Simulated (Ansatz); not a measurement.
# Surface calculation: fcc Al (110), 5 layers

The slab is cut from the fcc crystal, the stable phase, as relaxed on PAW files (15.80 Å³/atom), with 16 Å of vacuum and a dipole correction:

```yaml
crystal:
  lattice:
    - [2.81680, 0.00000, 0.00000]
    - [0.00000, 3.98356, 0.00000]
    - [0.00000, 0.00000, 21.63360]
  atoms:
    - { symbol: Al, position: [0.00000, 0.00000, 0.36980] }
    - { symbol: Al, position: [0.50000, 0.50000, 0.43490] }
    - { symbol: Al, position: [0.00000, 0.00000, 0.50000] }
    - { symbol: Al, position: [0.50000, 0.50000, 0.56510] }
    - { symbol: Al, position: [0.00000, 0.00000, 0.63020] }
```

Computed with Ansatz 0.2.0; functional LDA, scalar-relativistic. Settings: a Γ-centred 13×9×1 k mesh, Fermi–Dirac smearing of 0.05 eV, no spin polarisation. Methods: LAPW: all electrons, basis error target 1 meV/atom; PAW: frozen-core files, cutoff 420 eV.

The bulk energy comes from a cell in the slab's orientation on a 13×9×13 mesh. The surface energy is (E(slab) − N·E(bulk))/2A at zero smearing, the mean of both faces; thin slabs carry quantum-size effects.

The PAW files were made under PBE.

Problem. As cut, the LAPW slab lies 1.628 eV above 5 atoms of bulk. What surface energy is that?

Solution. Over two faces of 11.22 Å² it is 72.6 meV/Å², and times 16.02 J/m² per eV/Å² that gives γ = 1.163 J/m².

```
method  γ as cut (J/m²)  γ relaxed (J/m²)  Φ as cut (eV)  Φ relaxed (eV)
  LAPW            1.163                 ?           4.05            4.09
```

Problem. Fill in "γ relaxed (J/m²)" for the row "LAPW".

Solution. 1.130.

Problem. How do the spacings between the planes relax?

Solution. From the bottom face up: d12 -7.4 % of 1.408 Å, d23 -0.5 % of 1.408 Å, d34 -0.5 % of 1.408 Å, d45 -7.4 % of 1.408 Å.

Problem. What changes if the vacuum is set to 22 Å?

Solution. LAPW then gives: no gap, work function 4.09 eV; PAW: no gap, work function 4.09 eV.

Problem. A field of 0.3 V/Å is applied along the normal, atoms held. What follows?

Solution. LAPW finds an induced dipole of 0.1608 e·Å a cell (PAW 0.1608), that is 8.64 Å for 4πα over the area, against 5.41 Å between the outer atoms.

Problem. A 2p core hole is made on one atom of each kind in every 1×1 cell (PAW hole dataset, neutral cell, valence without spin). What does it cost by layer?

Solution. layer 1 72.85 eV, layer 2 72.82 eV, layer 3 72.82 eV. Shifts between layers mean more than the absolute values, and a whole layer of holes screens otherwise than one hole.

Problem. In the relaxed 1×1 cell, replace the outer, then the middle Al by Si, which changes a whole layer. What shift does this Z+1 picture give?

Solution. E(outer) − E(middle) = -0.06 eV by LAPW and -0.06 eV by PAW; a positive value puts the surface line at higher binding energy.
